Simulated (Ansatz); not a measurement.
Starting cell, Ge (diamond):

```
Ge
1.0
    0.00000     5.67269     5.67269
    2.83635     0.00000     2.83635
    2.83635     2.83635     0.00000
Ge
4
Direct
  0.25000   0.50000   0.50000
  0.75000   0.50000   0.50000
  0.37500   0.75000   0.75000
  0.87500   0.75000   0.75000
```

The atoms are displaced by Q × the pattern below (from a DFPT mode at L = (0.5, 0.0, 0.0), largest move 1; Q in Å), at fixed cell. It is one choice among 2 degenerate patterns. (q is in reciprocal vectors of the primitive cell; the cell shown is doubled to hold the pattern.)

```tsv
atom	x	y	z
Ge1	0.285	-0.520	0.805
Ge2	-0.285	0.520	-0.805
Ge3	-0.285	0.520	-0.805
Ge4	0.285	-0.520	0.805
```

The numbers are results of r2SCAN (plane waves to 500 eV, PAW, scalar-relativistic; Ansatz, a program for electronic structure), not measurements. k mesh 5×10×10 (Γ-centred), Fermi-Dirac smearing 0.05 eV. The energy includes the smearing's −TS. As the smearing reaches across the gap at some points, energies and forces of such displacements shift with the k mesh and the smearing. Ge was relaxed with its symmetry unable to fall. The PAW data are Ansatz's earlier set. ΔE is measured from the undisplaced structure.

| Q (Å) | ΔE (meV/cell) |
|---|---|
| -0.180 | 1393 |
| -0.120 | 616 |
| -0.060 | 154 |
| 0.000 | 0 |
| 0.060 | 154 |
| 0.120 | 616 |
| 0.180 | 1393 |

Which DFPT wavenumber at L = (0.5, 0.0, 0.0) belongs to this mode?
A. 223 cm⁻¹
B. 64 cm⁻¹
C. 282 cm⁻¹

C, 282 cm⁻¹. The curvature of the scan gives 282 cm⁻¹

(For displaced atoms, the force is minus the slope of the energy, and its curvature is a force constant, which sets phonon frequencies.)
